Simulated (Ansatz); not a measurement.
## Trial structures of Zr2NbN3: starts and ends

All numbers below come from DFT PBE, scalar-relativistic, plane waves, PAW (Ansatz 0.2.0). Settings: cutoff 420 eV, Γ-centred meshes spaced at most about 0.3 Å⁻¹, and about 0.25 Å⁻¹ or finer for metals (2π included), Gaussian smearing. Collinear spin in cells that started with moments and kept them past the coarse steps, no spin elsewhere.

Each guess was relaxed in cell and atoms at zero pressure, within the symmetry of its start. These are static total energies at zero pressure. Coordination counts N atoms around Nb and Zr (those within 1.25 times the shortest such distance or 1.15 times the sum of covalent radii; a plus sign parts nearer from farther groups; the shortest distance is added where it is long for a bond).

```
guess      made from  start group  V start (Å³/atom)  end group  V end (Å³/atom)  coordination at the end  gap on mesh (eV)  largest moment (μB)  E over the lowest end (meV/atom)
    1   NdB2Ru3 type       P6/mmm               13.1     P6/mmm             13.8   Zr 6, Nb 12 from 3.2 Å                 0                  1.6                               582
    2  Er2Mg3Ru type       P4/mmm               16.8     P4/mmm             15.0             Zr 1+4, Nb 2                 0                    -                               231
    3    random cell         P6mm               16.1     P6/mmm             12.9               Zr 6, Nb 6                 0                    -                                96
    4   Zr2VCo3 type         R-3m               14.4          ?                ?                        ?                 ?                    ?                                 ?
    5  Zr2CuSb3 type        P-4m2               13.3      P-4m2             13.5               Zr 5, Nb 4                 0                    -                                 0
```

Guess 4 as it starts:

```cif
data_structure
_symmetry_space_group_name_H-M 'P 1'
_symmetry_Int_Tables_number 1
_cell_length_a 4.8226
_cell_length_b 4.8226
_cell_length_c 4.8226
_cell_angle_alpha 64.076
_cell_angle_beta 64.076
_cell_angle_gamma 64.076
_cell_volume 86.43
loop_
_atom_site_label
_atom_site_type_symbol
_atom_site_fract_x
_atom_site_fract_y
_atom_site_fract_z
_atom_site_occupancy
Zr1 Zr 0.62699 0.62699 0.62699 1
Zr2 Zr 0.37301 0.37301 0.37301 1
Nb1 Nb 0.00000 0.00000 0.00000 1
N1 N 0.00000 0.50000 0.00000 1
N2 N 0.50000 0.00000 0.00000 1
N3 N 0.00000 0.00000 0.50000 1
```

Task: Predict the end of this guess and its energy over the lowest end.

Result: It ends in space group R-3m (No. 166), with a = 5.640 Å, c = 9.029 Å, 13.8 Å³/atom and no gap, without spin. It lies 0.44 eV/atom over the lowest end, above guess 2 and below guess 1. Counting N atoms around Nb and Zr, this end has Zr 3, Nb 6 and the lowest (guess 5) has Zr 5, Nb 4.

```yaml
crystal:
  lattice:
    - [2.81992, 1.62808, 3.00951]
    - [-2.81992, 1.62808, 3.00951]
    - [0.00000, -3.25616, 3.00951]
  atoms:
    - { symbol: Zr, position: [0.68565, 0.68565, 0.68565] }
    - { symbol: Zr, position: [0.31435, 0.31435, 0.31435] }
    - { symbol: Nb, position: [0.00000, 0.00000, 0.00000] }
    - { symbol: N, position: [0.00000, 0.50000, 0.00000] }
    - { symbol: N, position: [0.50000, 0.00000, 0.00000] }
    - { symbol: N, position: [0.00000, 0.00000, 0.50000] }
```

Formation energies are uncorrected and refer to the elements' standard structures at the same level (N₂ as a molecule).

Task: Is the lowest end bound against the elements?

Result: Yes: its formation energy is −1.09 eV/atom. It lies below the elements, which doesn't yet make it stable against other compounds or structures.

A magnetic state wasn't ruled out in cells without spin, among them P4/mmm. The magnetic state reached may not be the lowest. Cells relaxed within their symmetry can be saddle points. A lower structure may well exist outside this small set. Some types were kept out of the candidates beforehand, so the set may lack a known form.
